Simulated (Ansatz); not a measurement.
An element in the sc structure gives these cold pressures by all-electron LAPW under PBEsol (Ansatz 0.2.0, scalar-relativistic, no spin polarisation).

| V (Å³/atom) | P (GPa) |
| --- | --- |
| 17.00 | 0.00 |
| 14.96 | 33.9 |
| 13.26 | 84.7 |
| 11.56 | 175.7 |
| 9.86 | 344.9 |
| 8.50 | 589.4 |
| 7.31 | 985.0 |

Q: Which element is it?

A: Mo. Its zero-pressure volume in this structure is near 17.0 Å³/atom; the volume and the steepness of P(V) together point to it, though neighbours can come close. Neighbours weren't tried against these numbers.
